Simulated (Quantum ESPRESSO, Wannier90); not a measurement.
## ZnCdS2 (P3m1): Wannier90 run

```xyz
4
Lattice="4.0108 0.0000 0.0000 -2.0054 3.4735 0.0000 0.0000 0.0000 6.6306" Properties=species:S:1:pos:R:3 pbc="T T T"
Zn     0.0000     0.0000    -0.0016
Cd     2.0054    -1.1578    -3.2780
S      2.0054    -1.1578    -0.7160
S      0.0000     0.0000     2.3512
```

Structure: Materials Project mp-1215475, symmetrised, not relaxed again. Not found in the COD (Crystallography Open Database) copy used; not checked further. Level: PBEsol, no spin polarisation, no spin-orbit coupling; pw.x of Quantum ESPRESSO at 82 Ry with PseudoDojo potentials, 6×6×4 k-points, Wannier90. Density: 12×12×6 mesh, cold smearing 0.01 Ry.

Base run: 16 functions from bands 9-10,21-48 of the 48 computed, start hydrogen-like Zn: s;p; Cd: s;p; S: s;p, centres 0.05 Å off the atoms, frozen window up to 2.68 eV relative to the valence-band maximum, outer window open. Bands 11–15 (Cd 4d 93 %), 16–20 (Zn 3d 93 %) lie between the kept ones and are excluded. One thing is changed at a time; window edges are relative to the valence-band maximum. The misfit compares interpolated bands with pw.x on a high-symmetry path, for states up to 2.2 eV relative to the valence-band maximum. Converged means that the tolerances were met: symmetric starts can stop on a saddle, which shows as a larger Ω_OD at equal Ω_I and can move the misfit too.

Which of these settings interpolates worst among those that finish?
A. frozen window to 0.68 eV
B. no frozen window
C. frozen window to 2.18 eV
D. base
E. frozen window to -0.32 eV
F. outer window to 15.49 eV

B, no frozen window. The whole sweep:

| setting | functions | frozen to (eV) | Ω_I (Å²) | Ω_D (Å²) | Ω_OD (Å²) | rms misfit (meV) | worst (meV) | ended |
|---|---|---|---|---|---|---|---|---|
| base | 16 | 2.68 | 24.47 | 0.01 | 3.66 | 2.3 | 14 | converged |
| frozen window to -0.32 eV | 16 | -0.32 | 24.44 | 0.01 | 3.66 | 10 | 96 | converged |
| frozen window to 2.18 eV | 16 | 2.18 | 24.46 | 0.02 | 3.65 | 2.8 | 31 | converged |
| frozen window to 0.68 eV | 16 | 0.68 | 24.45 | 0.01 | 3.65 | 7.3 | 86 | converged |
| no frozen window | 16 | none | 23.77 | 0.01 | 3.16 | 131 | 360 | converged |
| outer window to 15.49 eV | 16 | 2.68 | 28.67 | 0.09 | 4.03 | 2.6 | 12 | converged |

Runs of this sweep that didn't settle are not listed.
